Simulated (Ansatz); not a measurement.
PbS (rock salt, space group No. 225), PBE in the plane-wave PAW code Ansatz. The conduction-band minimum lies at L, with 4 equivalent valleys. Second derivatives d²E/dk² of the lowest band at one valley (eV·Å²), along Cartesian directions:

```
direction  d²E/dk²
---------  -------
[100]        48.46
[010]        48.46
[001]        48.46
[110]        49.02
[101]        48.05
[011]        48.05
```

**Question.** Find the principal effective masses, the density-of-states mass and the conductivity mass.

**Answer.** Off-diagonal terms follow from H_xy = H[110] − (H_xx + H_yy)/2, and m*/mₑ = 7.620 eV·Å² over each eigenvalue: 0.15, 0.16, 0.16. One valley's DOS mass (m₁m₂m₃)^(1/3) = 0.16, conductivity mass 3/(Σ 1/mᵢ) = 0.16 mₑ.

**Question.** What effective density of states Nc follows at 300 K for parabolic valleys?

**Answer.** Nc = 2.509e19 × 4 × (0.16)^(3/2) ≈ 6.4e18 cm⁻³.

Space group Fm-3m (rock salt). Symmetry was held in the PBE relaxation. Spin–orbit coupling is left out wherever it is not named.

Potentials: the later of the program's two PAW sets.

Edges and masses are those of Kohn–Sham bands, whose gap is no quasiparticle gap.
